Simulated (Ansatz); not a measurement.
Ti:
```xyz
3
Lattice="4.4510 0.0000 0.0000 -2.2255 3.8547 0.0000 0.0000 0.0000 2.7704" Properties=species:S:1:pos:R:3 pbc="T T T"
Ti     0.0000     0.0000     0.0000
Ti     0.0000     2.5698     1.3852
Ti     2.2255     1.2849     1.3852
```

Relaxed with LDA. Special points in fractions of this cell's reciprocal vectors: Γ (0.000, 0.000, 0.000); M (0.500, 0.000, 0.000); K (0.333, 0.333, 0.000); A (0.000, 0.000, 0.500); L (0.500, 0.000, 0.500); H (0.333, 0.333, 0.500).

List the band energies nearest the Fermi level at these points for LDA in the plane-wave PAW code Ansatz.

In eV from the Fermi level; about four levels below and three above (degenerate sets whole), none deeper than 8.9 eV; points with the same levels are listed once.

```
k                          below                above
-  -----------------------------  -------------------
Γ        -0.70 -0.70 -0.59 -0.59  0.01 0.72 1.36 1.36
M        -2.81 -0.51 -0.49 -0.41       0.02 0.58 1.01
K  -3.13 -3.13 -0.37 -0.37 -0.06       0.12 0.51 0.51
A        -2.17 -1.80 -1.80 -1.67  1.13 1.13 1.34 1.34
L        -1.88 -1.33 -0.72 -0.66       0.31 0.84 1.14
H  -1.49 -1.49 -1.16 -1.16 -1.07  0.66 0.66 0.80 0.80
```

Space group P6/mmm. This is a known high-pressure phase of the composition, computed here at zero pressure and temperature. The cell was relaxed with LDA under the symmetry of its start; of distortions, only those at the zone centre were tested. No spin polarisation was allowed.

Potentials: the earlier of the program's two PAW sets.
